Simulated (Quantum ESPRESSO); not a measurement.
## Mg5AlZnS7Cl (one run as intended and one with a planted mistake)

Simulated, not a measurement. The program is pw.x of Quantum ESPRESSO 7.5 (plane-wave density functional theory). The cell is made up: 15 atoms on a doubled zincblende/diamond lattice with one site empty, with randomly drawn elements, strain and displacements, not relaxed. PseudoDojo standard norm-conserving files (v0.5 for PBE, v0.4.1 for LDA and PBEsol) set the functional; there is no spin polarisation, spin-orbit coupling or dispersion term, and the masses in the input are unused placeholders.

Intended input:

```
&control calculation='scf', pseudo_dir='./dojo.nc.sr.pbe.v0_5.standard.upf', outdir='./o', disk_io='low', tprnfor=.true., tstress=.true. /
&system ibrav=0, nat=15, ntyp=5, nbnd=67, ecutwfc=84.00895049, nosym=.true., tot_charge=0,
 occupations='smearing', smearing='fd', degauss=0.0018374661
/
&electrons conv_thr=7.350e-09, electron_maxstep=60, /
ATOMIC_SPECIES
Al 1.0 Al.upf
Cl 1.0 Cl.upf
Mg 1.0 Mg.upf
S 1.0 S.upf
Zn 1.0 Zn.upf
CELL_PARAMETERS angstrom
5.639 0.0 0.0
0.0 5.639 0.0
0.0 0.0 11.278
ATOMIC_POSITIONS angstrom
Mg -0.0332 0.0152 -0.0018
Al 2.822 -0.0403 2.7866
Zn 2.8235 2.8356 -0.0252
Mg 0.0309 -0.0313 5.6286
Mg 0.0365 2.8332 8.4332
Mg 2.8762 -0.0722 8.4254
Mg 2.876 2.9329 5.6302
S 1.3973 1.3666 1.4362
Cl 1.3785 4.2193 4.1896
S 4.1732 1.3259 4.194
S 4.2812 4.1986 1.4398
S 1.4045 1.4376 7.0752
S 1.3381 4.2547 9.8547
S 4.2485 1.4069 9.8407
S 4.2425 4.1502 7.0078
K_POINTS automatic
4 4 2 1 1 1
```

The log is shortened where brackets say so; the opening notice, blank lines, dates and the lines on written files are dropped, and the path of the files is cut. It prints rydbergs, bohrs and kilobars, and counts compression as positive stress. Where no state is partly filled, the Fermi energy that it prints is only some level between the filled and the empty states on the mesh, and need not lie in the true gap.

Log of the intended run:

```
     Program PWSCF v.7.5
     Parallel version (MPI & OpenMP), running on       4 processor cores
     Number of MPI processes:                 4
     Threads/MPI process:                     1
     [start-up lines left out]
     bravais-lattice index     =            0
     lattice parameter (alat)  =      10.6562  a.u.
     unit-cell volume          =    2420.0976 (a.u.)^3
     number of atoms/cell      =           15
     number of atomic types    =            5
     number of electrons       =       122.00
     number of Kohn-Sham states=           67
     kinetic-energy cutoff     =      84.0090  Ry
     charge density cutoff     =     336.0358  Ry
     scf convergence threshold =      7.3E-09
     mixing beta               =       0.7000
     number of iterations used =            8  plain     mixing
     Exchange-correlation= PBE
                           (   1   4   3   4   0   0   0)
     [axes and pseudopotential details left out]
   Cartesian axes
     site n.     atom                  positions (alat units)
         1        Mg     tau(   1) = (  -0.0058876   0.0026955  -0.0003192  )
         2        Al     tau(   2) = (   0.5004433  -0.0071467   0.4941656  )
         3        Zn     tau(   3) = (   0.5007093   0.5028551  -0.0044689  )
         4        Mg     tau(   4) = (   0.0054797  -0.0055506   0.9981557  )
         5        Mg     tau(   5) = (   0.0064728   0.5024295   1.4955134  )
         6        Mg     tau(   6) = (   0.5100550  -0.0128037   1.4941302  )
         7        Mg     tau(   7) = (   0.5100195   0.5201099   0.9984394  )
         8        S      tau(   8) = (   0.2477922   0.2423479   0.2546905  )
         9        Cl     tau(   9) = (   0.2444582   0.7482355   0.7429686  )
        10        S      tau(  10) = (   0.7400603   0.2351303   0.7437489  )
        11        S      tau(  11) = (   0.7592126   0.7445646   0.2553290  )
        12        S      tau(  12) = (   0.2490690   0.2549388   1.2546905  )
        13        S      tau(  13) = (   0.2372938   0.7545132   1.7475971  )
        14        S      tau(  14) = (   0.7534137   0.2494946   1.7451144  )
        15        S      tau(  15) = (   0.7523497   0.7359816   1.2427381  )
     number of k points=    16  Fermi-Dirac smearing, width (Ry)=  0.0018
                       cart. coord. in units 2pi/alat
        k(    1) = (   0.1250000   0.1250000   0.1250000), wk =   0.1250000
        k(    2) = (   0.1250000   0.1250000  -0.1250000), wk =   0.1250000
     [further k points left out]
     Dense  grid:   251869 G-vectors     FFT dimensions: (  64,  64, 125)
     Estimated max dynamical RAM per process >     574.21 MB
     Estimated total dynamical RAM >       2.06 GB
     Initial potential from superposition of free atoms
     starting charge     121.9932, renormalised to     122.0000
     Starting wfcs are   71 randomized atomic wfcs
     total cpu time spent up to now is        5.3 secs
     per-process dynamical memory:   383.2 Mb
     Self-consistent Calculation
     iteration #  1     ecut=    84.01 Ry     beta= 0.70
     Davidson diagonalization with overlap
     ethr =  1.00E-02,  avg # of iterations =  5.4
     Threshold (ethr) on eigenvalues was too large:
     Diagonalizing with lowered threshold
     Davidson diagonalization with overlap
     ethr =  9.02E-04,  avg # of iterations =  1.4
     total cpu time spent up to now is       28.1 secs
     total energy              =   -1204.46888034 Ry
     estimated scf accuracy    <       1.05965740 Ry
     iteration #  2     ecut=    84.01 Ry     beta= 0.70
     Davidson diagonalization with overlap
     ethr =  8.69E-04,  avg # of iterations =  6.0
     total cpu time spent up to now is       42.8 secs
     total energy              =   -1204.73475443 Ry
     estimated scf accuracy    <       0.50334566 Ry
     [iterations 3 to 9 left out]
     iteration # 10     ecut=    84.01 Ry     beta= 0.70
     Davidson diagonalization with overlap
     ethr =  2.02E-10,  avg # of iterations =  2.0
     total cpu time spent up to now is      145.8 secs
     total energy              =   -1204.84885727 Ry
     estimated scf accuracy    <       0.00000005 Ry
     iteration # 11     ecut=    84.01 Ry     beta= 0.70
     Davidson diagonalization with overlap
     ethr =  3.75E-11,  avg # of iterations =  2.1
     total cpu time spent up to now is      157.6 secs
     End of self-consistent calculation
     [lines on levels left out]
     the Fermi energy is     4.7211 ev
!    total energy              =   -1204.84885728 Ry
     estimated scf accuracy    <          3.1E-09 Ry
     smearing contrib. (-TS)   =       0.00000000 Ry
     internal energy E=F+TS    =   -1204.84885728 Ry
     The total energy is F=E-TS. E is the sum of the following terms:
     one-electron contribution =   -1036.19566060 Ry
     hartree contribution      =     524.38588172 Ry
     xc contribution           =    -179.56009174 Ry
     ewald contribution        =    -513.47898667 Ry
     convergence has been achieved in  11 iterations
     Forces acting on atoms (cartesian axes, Ry/au):
     atom    1 type  3   force =     0.00086076    0.00388241    0.01850673
     atom    2 type  1   force =     0.03548365    0.04128572   -0.06147031
     atom    3 type  5   force =     0.00064101   -0.00459962    0.01838633
     atom    4 type  3   force =    -0.02296858    0.03059337    0.00507793
     atom    5 type  3   force =    -0.00916742   -0.01227456    0.02207077
     atom    6 type  3   force =    -0.01049202    0.01603142    0.01842885
     atom    7 type  3   force =    -0.01081310   -0.06126674   -0.01784746
     atom    8 type  4   force =     0.04189057   -0.01272380    0.02649683
     atom    9 type  2   force =     0.01163267    0.00161046   -0.01797337
     atom   10 type  4   force =    -0.02743464   -0.02547355   -0.01024081
     atom   11 type  4   force =    -0.05614563    0.00598238    0.02684602
     atom   12 type  4   force =     0.01410618   -0.01057307   -0.02904560
     atom   13 type  4   force =     0.02933001   -0.01446246    0.00084626
     atom   14 type  4   force =    -0.01710644    0.01622404   -0.00299160
     atom   15 type  4   force =     0.02018296    0.02576401    0.00290944
     Total force =     0.164107     Total SCF correction =     0.000176
     Computing stress (Cartesian axis) and pressure
          total   stress  (Ry/bohr**3)                   (kbar)     P=      -15.93
  -0.00009014   0.00000322  -0.00000700          -13.26        0.47       -1.03
   0.00000322  -0.00010476   0.00001084            0.47      -15.41        1.59
  -0.00000700   0.00001084  -0.00012996           -1.03        1.59      -19.12
     init_run     :      4.86s CPU      5.11s WALL (       1 calls)
     electrons    :    150.21s CPU    152.40s WALL (       1 calls)
     forces       :      2.21s CPU      2.26s WALL (       1 calls)
     stress       :      6.64s CPU      6.82s WALL (       1 calls)
     [timing details left out]
     PWSCF        :   2m44.12s CPU   2m46.91s WALL
     JOB DONE.
```

A second run has one planted mistake: the cell and the positions are scaled by a wrong factor. The input lines that differ, file-writing options aside:

```
- 5.639 0.0 0.0
+ 5.5539 0.0 0.0
- 0.0 5.639 0.0
+ 0.0 5.5539 0.0
- 0.0 0.0 11.278
+ 0.0 0.0 11.1077
- Mg -0.0332 0.0152 -0.0018
+ Mg -0.0327 0.015 -0.0018
- Al 2.822 -0.0403 2.7866
+ Al 2.7794 -0.0397 2.7445
- Zn 2.8235 2.8356 -0.0252
+ Zn 2.7809 2.7928 -0.0248
- Mg 0.0309 -0.0313 5.6286
+ Mg 0.0304 -0.0308 5.5436
- Mg 0.0365 2.8332 8.4332
+ Mg 0.0359 2.7904 8.3059
- Mg 2.8762 -0.0722 8.4254
+ Mg 2.8328 -0.0711 8.2982
- Mg 2.876 2.9329 5.6302
+ Mg 2.8326 2.8886 5.5452
- S 1.3973 1.3666 1.4362
+ S 1.3762 1.346 1.4145
- Cl 1.3785 4.2193 4.1896
+ Cl 1.3577 4.1556 4.1263
- S 4.1732 1.3259 4.194
+ S 4.1102 1.3059 4.1307
- S 4.2812 4.1986 1.4398
+ S 4.2166 4.1352 1.4181
- S 1.4045 1.4376 7.0752
+ S 1.3833 1.4159 6.9684
- S 1.3381 4.2547 9.8547
+ S 1.3179 4.1905 9.7059
- S 4.2485 1.4069 9.8407
+ S 4.1843 1.3857 9.6921
- S 4.2425 4.1502 7.0078
+ S 4.1784 4.0875 6.902
```

Its log:

```
     Program PWSCF v.7.5
     Parallel version (MPI & OpenMP), running on       4 processor cores
     Number of MPI processes:                 4
     Threads/MPI process:                     1
     [start-up lines left out]
     bravais-lattice index     =            0
     lattice parameter (alat)  =      10.4953  a.u.
     unit-cell volume          =    2312.1545 (a.u.)^3
     number of atoms/cell      =           15
     number of atomic types    =            5
     number of electrons       =       122.00
     number of Kohn-Sham states=           67
     kinetic-energy cutoff     =      84.0090  Ry
     charge density cutoff     =     336.0358  Ry
     scf convergence threshold =      7.3E-09
     mixing beta               =       0.7000
     number of iterations used =            8  plain     mixing
     Exchange-correlation= PBE
                           (   1   4   3   4   0   0   0)
     [axes and pseudopotential details left out]
   Cartesian axes
     site n.     atom                  positions (alat units)
         1        Mg     tau(   1) = (  -0.0058878   0.0027008  -0.0003241  )
         2        Al     tau(   2) = (   0.5004411  -0.0071481   0.4941573  )
         3        Zn     tau(   3) = (   0.5007112   0.5028539  -0.0044653  )
         4        Mg     tau(   4) = (   0.0054736  -0.0055457   0.9981454  )
         5        Mg     tau(   5) = (   0.0064639   0.5024217   1.4955077  )
         6        Mg     tau(   6) = (   0.5100560  -0.0128018   1.4941212  )
         7        Mg     tau(   7) = (   0.5100200   0.5201030   0.9984335  )
         8        S      tau(   8) = (   0.2477898   0.2423522   0.2546859  )
         9        Cl     tau(   9) = (   0.2444588   0.7482310   0.7429554  )
        10        S      tau(  10) = (   0.7400565   0.2351321   0.7437476  )
        11        S      tau(  11) = (   0.7592142   0.7445579   0.2553341  )
        12        S      tau(  12) = (   0.2490682   0.2549380   1.2546859  )
        13        S      tau(  13) = (   0.2372927   0.7545148   1.7475828  )
        14        S      tau(  14) = (   0.7533985   0.2495004   1.7450980  )
        15        S      tau(  15) = (   0.7523362   0.7359693   1.2427303  )
     number of k points=    16  Fermi-Dirac smearing, width (Ry)=  0.0018
                       cart. coord. in units 2pi/alat
        k(    1) = (   0.1250000   0.1250000   0.1250011), wk =   0.1250000
        k(    2) = (   0.1250000   0.1250000  -0.1250011), wk =   0.1250000
     [further k points left out]
     Dense  grid:   240591 G-vectors     FFT dimensions: (  64,  64, 125)
     Estimated max dynamical RAM per process >     550.52 MB
     Estimated total dynamical RAM >       1.98 GB
     Initial potential from superposition of free atoms
     starting charge     121.9932, renormalised to     122.0000
     Starting wfcs are   71 randomized atomic wfcs
     total cpu time spent up to now is        5.4 secs
     per-process dynamical memory:   369.0 Mb
     Self-consistent Calculation
     iteration #  1     ecut=    84.01 Ry     beta= 0.70
     Davidson diagonalization with overlap
     ethr =  1.00E-02,  avg # of iterations =  5.8
     Threshold (ethr) on eigenvalues was too large:
     Diagonalizing with lowered threshold
     Davidson diagonalization with overlap
     ethr =  8.76E-04,  avg # of iterations =  1.4
     total cpu time spent up to now is       28.2 secs
     total energy              =   -1204.49009913 Ry
     estimated scf accuracy    <       1.03190675 Ry
     iteration #  2     ecut=    84.01 Ry     beta= 0.70
     Davidson diagonalization with overlap
     ethr =  8.46E-04,  avg # of iterations =  5.7
     total cpu time spent up to now is       42.2 secs
     total energy              =   -1204.75046265 Ry
     estimated scf accuracy    <       0.44393914 Ry
     [iterations 3 to 9 left out]
     iteration # 10     ecut=    84.01 Ry     beta= 0.70
     Davidson diagonalization with overlap
     ethr =  1.63E-10,  avg # of iterations =  2.1
     total cpu time spent up to now is      145.8 secs
     total energy              =   -1204.85195693 Ry
     estimated scf accuracy    <       0.00000004 Ry
     iteration # 11     ecut=    84.01 Ry     beta= 0.70
     Davidson diagonalization with overlap
     ethr =  3.12E-11,  avg # of iterations =  2.0
     total cpu time spent up to now is      157.1 secs
     End of self-consistent calculation
     [lines on levels left out]
     the Fermi energy is     5.2219 ev
!    total energy              =   -1204.85195694 Ry
     estimated scf accuracy    <          2.4E-09 Ry
     smearing contrib. (-TS)   =       0.00000000 Ry
     internal energy E=F+TS    =   -1204.85195694 Ry
     The total energy is F=E-TS. E is the sum of the following terms:
     one-electron contribution =   -1023.82055591 Ry
     hartree contribution      =     520.14067051 Ry
     xc contribution           =    -179.82380840 Ry
     ewald contribution        =    -521.34826313 Ry
     convergence has been achieved in  11 iterations
     Forces acting on atoms (cartesian axes, Ry/au):
     atom    1 type  3   force =     0.00052896    0.00418394    0.01974575
     atom    2 type  1   force =     0.03464720    0.03997819   -0.06247777
     atom    3 type  5   force =    -0.00009422   -0.00476324    0.01909772
     atom    4 type  3   force =    -0.02270318    0.03166219    0.00510901
     atom    5 type  3   force =    -0.01056388   -0.01268143    0.02328641
     atom    6 type  3   force =    -0.01120462    0.01670173    0.01875784
     atom    7 type  3   force =    -0.01458427   -0.06537051   -0.02195711
     atom    8 type  4   force =     0.04002634   -0.00682708    0.03039450
     atom    9 type  2   force =     0.00852378   -0.00254677   -0.02397241
     atom   10 type  4   force =    -0.02393717   -0.02087066   -0.01299387
     atom   11 type  4   force =    -0.05395422    0.00032182    0.03155941
     atom   12 type  4   force =     0.01672215   -0.01158059   -0.03135215
     atom   13 type  4   force =     0.03218768   -0.01496657    0.00273818
     atom   14 type  4   force =    -0.01916023    0.01825594   -0.00274930
     atom   15 type  4   force =     0.02356568    0.02850305    0.00481379
     Total force =     0.169276     Total SCF correction =     0.000164
     Computing stress (Cartesian axis) and pressure
          total   stress  (Ry/bohr**3)                   (kbar)     P=        8.26
   0.00007567   0.00000396   0.00000135           11.13        0.58        0.20
   0.00000396   0.00005820   0.00002317            0.58        8.56        3.41
   0.00000135   0.00002317   0.00003455            0.20        3.41        5.08
     init_run     :      4.91s CPU      5.15s WALL (       1 calls)
     electrons    :    149.57s CPU    151.75s WALL (       1 calls)
     forces       :      2.18s CPU      2.23s WALL (       1 calls)
     stress       :      6.48s CPU      6.65s WALL (       1 calls)
     [timing details left out]
     PWSCF        :   2m43.47s CPU   2m46.22s WALL
     JOB DONE.
```

|  | intended run | run with the mistake |
| --- | --- | --- |
| free energy (eV) | -16392.804 | -16392.846 |
| smearing term -TS (eV) | 0.0000 | 0.0000 |
| pressure (GPa) | -1.59 | 0.83 |
| largest force component (eV/Å) | 1.580 | 1.681 |
| largest change of a force component (eV/Å) |  | 0.154 |
| iterations | 11 | 11 |

For scale, a rerun of the intended cell at a cutoff of 1437 eV and k mesh 6 x 6 x 4 moved values by no more than 0.004 eV in energy, 0.02 GPa in stress and 0.005 eV/Å in force.